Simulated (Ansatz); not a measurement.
GaP (zinc blende), relaxed with PBE (Ansatz, a program for electronic structure, plane waves, PAW): a = b = c = 5.506 Å, α = β = γ = 90.00°.

| Quantity | Value |
|---|---|
| gap (eV) | 1.58 |
| ΔH_f (eV/atom) | -0.43 |
| B₀ by P(V) fit (GPa) | 76.6 |
| K_Hill (GPa) | 76.8 |
| G_Hill (GPa) | 51.3 |
| ε∞ | 10.6 |
| ε0 | 12.9 |
| highest Γ mode, no LO–TO term (cm⁻¹) | 345 |
| electron conductivity mass (mₑ) | 0.10 |
| Θ_D (K) | 428 |

Question: The same phase is relaxed and computed with r²SCAN in the same code. What are the cell and these values now?

Answer: a = b = c = 5.4514 Å, α = β = γ = 90.00°.

gap (eV): 1.84
ΔH_f (eV/atom): -0.53
B₀ by P(V) fit (GPa): 87.6
K_Hill (GPa): 87.8
G_Hill (GPa): 57.9
ε∞: 9.36
ε0: 11.4
highest Γ mode, no LO–TO term (cm⁻¹): 360
electron conductivity mass (mₑ): 0.30
Θ_D (K): 453

All cells were relaxed under the symmetry of their starts (and spin orders); stability against distortions was not tested throughout. Scalar-relativistic: spin–orbit coupling is off unless named, which matters more the heavier the elements.

Potentials: the later of the program's two PAW sets.

Ansatz is a plane-wave DFT program.

Formation energies count from the lowest solids of the elements computed at the same level, not from gases.
